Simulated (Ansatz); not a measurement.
Zn2SeS:
```xyz
4
Lattice="3.9088 0.0000 0.0000 0.0000 3.9088 0.0000 0.0000 0.0000 5.5249" Properties=species:S:1:pos:R:3 pbc="T T T"
Zn     1.9544     0.0000     4.2151
Zn     0.0000     1.9544     1.3098
Se     0.0000     0.0000     2.7624
S      1.9544     1.9544     0.0000
```

Relaxed with r²SCAN.

### Question
Give the Bader charges and basin volumes of the independent atoms, DFT-r²SCAN in the program Ansatz with PAW potentials.

### Answer


```csv
atom,Bader charge (e),Bader volume (Å³)
Zn1,+0.90,13.9
Se3,-0.84,29.9
S4,-0.96,26.8
```

Space group P-4m2. The workflow started from a Materials Project entry (that database holds measured and hypothetical structures alike); the Crystallography Open Database copy checked does not list it. Its standing as an ambient phase is unchecked. The cell was relaxed with r²SCAN under the symmetry of its start; whether a distortion lowers the energy is not shown.

Potentials: the later of the program's two PAW sets.
